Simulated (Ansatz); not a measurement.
Values for one crystal, relaxed and computed with r²SCAN in the plane-wave PAW code Ansatz; other levels are named.

| Property | Result |
|---|---|
| Volume per atom | 5.88 Å³ |
| Band gap | 5.00 eV (indirect) |
| Mechanical stability | stable (all eigenvalues of C positive) |
| Zero-point energy | 159.4 meV/atom |
| Zone-centre stability | no imaginary mode at Γ |
| Static dielectric constant ε0 (ions relaxed, cell fixed) | 6.93 |
| Vibrational entropy at 300 K | 3.3 J/(K·mol of atoms) |

**Question.** Which of these materials gives this?
(A) BN, zinc blende
(B) SiC, zinc blende
(C) SiC, wurtzite
(D) ZnS, zinc blende

**Answer.** A, BN, zinc blende

Space group F-43m (zinc blende). Symmetry was held in the r²SCAN relaxation.

Potentials: the later of the program's two PAW sets.
